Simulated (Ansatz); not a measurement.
Space group P4/mmm (No. 123). a = 3.004 Å, b = 3.004 Å, c = 3.899 Å, α = 90.00°, β = 90.00°, γ = 90.00°
```json
{"atom": "Hg", "site": "1a", "symmetry": "4/mmm", "x": "0.0000", "y": "0.0000", "z": "0.0000"}
{"atom": "Pt", "site": "1d", "symmetry": "4/mmm", "x": "0.5000", "y": "0.5000", "z": "0.5000"}
```

Equation of state of this HgPt structure (not necessarily the ground state), with shape and atoms relaxed at each volume where symmetry leaves them free. It has no gap at any of these volumes. The calculation used DFT r2SCAN, scalar-relativistic, plane waves, PAW (Ansatz 0.2.0).

Cutoff 500 eV; k points 14×14×12 on the computed 2-atom cell (Γ-centred); Gaussian smearing, width 0.10 eV; no spin polarisation.

```csv
V (Å³/atom),E − E(largest V) (meV/atom),P (GPa)
16.535,8.87,12.00
17.063,-19.45,5.42
17.591,-28.10,0.02
18.118,-20.61,-4.39
18.646,0.00,-7.97
```

Q: Fit a third-order Birch–Murnaghan equation to E(V).

A: V0 = 17.59 Å³/atom, B0 = 162 GPa, B0' = 5.7.

Spin-orbit coupling is left out, which matters for the bands of heavy elements.

Cost: 5 runs of about 12 core-minutes in all, on Intel Xeon Processor @ 2.50GHz (Skylake/Cascade Lake) (shared hosts).